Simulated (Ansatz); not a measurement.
Ta (bcc, W type)

```xyz
1
Lattice="-1.6526 1.6526 1.6526 1.6526 -1.6526 1.6526 1.6526 1.6526 -1.6526" Properties=species:S:1:pos:R:3 pbc="T T T"
Ta     0.0000     0.0000     0.0000
```

The volume is varied about the relaxed value V₀ at fixed cell shape. Symmetry pins the atoms to their sites.

Level of theory: r2SCAN (plane waves to 500 eV, PAW, scalar-relativistic; Ansatz, an electronic-structure program). k mesh 20×20×20 (Γ-centred), Fermi-Dirac smearing 0.05 eV. The energy includes the smearing's −TS. Compression counts positive. Spin-orbit coupling is left out, though Ta is heavy. Ta is run without spin polarisation. Ta was relaxed with its symmetry unable to fall. The PAW data are Ansatz's earlier set. The zero of ΔE is the relaxed starting cell. The last digit holds for this mesh only.

| V (Å³/atom) | ΔE (meV/atom) |
|---|---|
| 16.247 | 135.6 |
| 16.698 | 73.2 |
| 17.149 | 31.2 |
| 17.601 | 7.5 |
| 18.052 | 0.0 |
| 18.503 | 6.9 |
| 18.955 | 26.5 |
| 19.406 | withheld |
| 19.857 | 98.3 |

Q: Fit a third-order Birch-Murnaghan form (E₀, V₀, B₀, B₀′ free) to the given rows and predict ΔE at V = 19.406.

A: Least squares on the 8 given rows: ΔE = E₀ + (9V₀B₀/16)·y²·[2 + (B₀′ − 4)y], y = (V₀/V)^(2/3) − 1, with V₀ = 18.053 Å³/atom, B₀ = 203.5 GPa (160.2 GPa = 1 eV/Å³; the term in eV is multiplied by 1000), B₀′ = 3.78, E₀ = 0.03 meV/atom; root-mean-square residual 0.03 meV/atom. At 19.406 the fit gives 57.4 meV/atom; the calculation gives 57.4 meV/atom, the same to the digits shown. For the pressure the fit gives -12.8 GPa against the computed -12.8 GPa.

(Under strain, the slope of the energy per volume gives the stress and its curvature an elastic modulus.)
